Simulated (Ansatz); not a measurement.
**OsSe in the zincblende structure**

Computed with Ansatz (plane waves, PAW, 420 eV cutoff): PBEsol, scalar-relativistic, collinear spin, Γ-centred 10×10×10 mesh, 0.05 eV Gaussian smearing. The datasets are Ansatz's generated set soft_2.

```
Os Se
1.0
     0.00000    2.72193    2.72193
     2.72193    0.00000    2.72193
     2.72193    2.72193    0.00000
Os Se
1 1
Direct
  0.00000 0.00000 0.00000
  0.25000 0.25000 0.25000
```

This is a trial structure made by placing the elements on a prototype's sites, so it needn't be the stable form.

Magnetic state: non-magnetic, site spin moments none.

Cell and atoms are those of this level's equilibrium.

Path: Γ–X–U | K–Γ–L–W–X, with Γ = (0.000, 0.000, 0.000), X = (-0.500, -0.500, 0.000), U = (-0.375, -0.375, 0.250), K = (-0.375, 0.000, 0.375), L = (0.000, 0.000, 0.500), W = (-0.500, -0.250, 0.250) in reciprocal vectors of the calculation's cell.

**Question.** Is it a metal or an insulator, and if it has a gap, where are the band edges on this path?

**Answer.** A metal: bands cross the Fermi level.

Bands as a text map, energy in eV from the Fermi level (dashes), each leg drawn with the same width, + spin up, o spin down, # both:
```
  3.71 | #                  #     #      #              
  3.43 |   #               ###   #      #               
  3.14 |  #                  #     #####                
  2.86 |                          ##                    
  2.57 |                  #         #                   
  2.29 |   #                                            
  2.00 |   #                #        #                  
  1.71 |  #              #  #         ####              
  1.43 |                   # #    #      ####           
  1.14 | #  #           #        #        #  #####      
  0.86 |#                 #   ###  #              #     
  0.57 |              ##                   #       #    
  0.29 |     #      ###### #                #       #   
  0.00 |-----#----####-----------------------#----------
 -0.29 |      #####                 #         ##########
 -0.57 |                 ##                             
 -0.86 |                             #                  
 -1.14 |      ####    ###                  #############
 -1.43 |    ##    ####                #####             
 -1.71 |  ##   ##### #### ###        #######        ####
 -2.00 |##               #   ########     # ########    
 -2.29 |  #              ####              #            
 -2.57 |   #   ###                          #        ###
 -2.86 |    ###   #######                    ########   
 -3.14 |                                                
 -3.43 |                                                
 -3.71 |                                                
 -4.00 |                                                
        Γ      X      UK       Γ       L       W       X
```

Spin–orbit coupling, which matters for such heavy elements, is left out. The starting moments died out; a magnetic state reached from other starts isn't excluded.
